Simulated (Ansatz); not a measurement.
Relaxed-ion elastic tensor of MgB$_{2}$ in space group P6/mmm (No. 191; Mg on 1a, B on 2d) in GPa (Voigt order), r²SCAN in the plane-wave PAW code Ansatz; density 2.66 g/cm³, 9.55 Å³ per atom.

```csv
,1,2,3,4,5,6
1,453,53.2,29.6,0.0,0.0,0.0
2,53.2,453,29.6,0.0,0.0,0.0
3,29.6,29.6,284,0.0,0.0,0.0
4,0.0,0.0,0.0,75.1,0.0,0.0
5,0.0,0.0,0.0,0.0,75.1,0.0
6,0.0,0.0,0.0,0.0,0.0,200
```

Problem. Is the crystal mechanically stable?

Solution. Yes: the smallest eigenvalue of C is 75.1 GPa.

Problem. Work out the Voigt, Reuss and Hill averages.

Solution. K_V = 157, K_R = 148, K_H = 153; G_V = 142, G_R = 116, G_H = 129 GPa.

Problem. Give Young's modulus, Poisson's ratio, Pugh's ratio and the universal anisotropy index.

Solution. E = 9KG/(3K + G) = 301 GPa; ν = 0.17; K/G = 1.19 (brittle by the Pugh limit of 1.75); A_U = 5G_V/G_R + K_V/K_R − 6 = 1.20.

Problem. Estimate the sound speeds and the Debye temperature.

Solution. v_l = √((K + 4G/3)/ρ) = 11000 m/s, v_t = √(G/ρ) = 6950 m/s, mean 7650 m/s; Θ = (h/k)(3n/4πV)^(1/3) v_m = 1070 K.

Problem. Solve the Christoffel equation for the three sound speeds along x, y, z.

Solution. Eigenvalues of C_ijkl n_j n_l equal ρv². In km/s, slowest first: x 5.31, 8.66, 13.04; y 5.31, 8.66, 13.04; z 5.31, 5.31, 10.32.

Problem. How much does each axis shrink under pressure?

Solution. Linear compressibilities β_i = Σ_j S_ij (j = 1 to 3): x 1.8, y 1.8, z 3.2 per TPa.

Symmetry was held in the r²SCAN relaxation; of distortions, only those at the zone centre were tested. As this level gives no gap, shear constants depend on the k-mesh and smearing (Fermi–Dirac, 0.1 eV here). On the denser mesh and wider smearing of the elastic run this cell carries a stress of 0.8 GPa.

Potentials: the later of the program's two PAW sets.
